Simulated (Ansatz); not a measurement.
A geometry of Ru away from equilibrium: step 3 of the relaxation of a relaxed Ru cell displaced along its unstable phonon at q = (½, ½, 0) of its primitive reciprocal cell (95i cm⁻¹), largest move 0.15 Å. Level of theory: r2SCAN (plane waves to 500 eV, PAW, scalar-relativistic; Ansatz, a first-principles code). Γ-centred k-mesh 13×13×13 on the run's cell (coarser than for final values), Fermi–Dirac smearing 0.05 eV. The plane waves were selected for a different cell earlier on the path.

```
Ru
1.0
    4.78526     0.00000     0.00000
    2.39263     2.39263     0.00000
    0.00000     0.00000     2.49596
Ru
2
Direct
  0.00000   0.00000   0.15458
  0.50000   0.00000   0.84542
```

Q: Give the Cartesian forces on all atoms (eV/Å).

A: 
| atom | Fx | Fy | Fz |
|---|---|---|---|
| Ru1 | 0.00 | 0.00 | 1.72 |
| Ru2 | 0.00 | 0.00 | -1.72 |

The path ends in I4/mmm (No. 139) (AFLOW prototype A_tI2_139_a (A_a)). No spin polarisation in the result.

The run could not lose the symmetry of its start, so the end can be a saddle point.

The end of the path is a generated cell of Ru: the first start was made by placing the elements on the sites of a structure type, and the end was not matched to a known phase here, so it may be hypothetical. Known forms of Ru include space group No. 194.
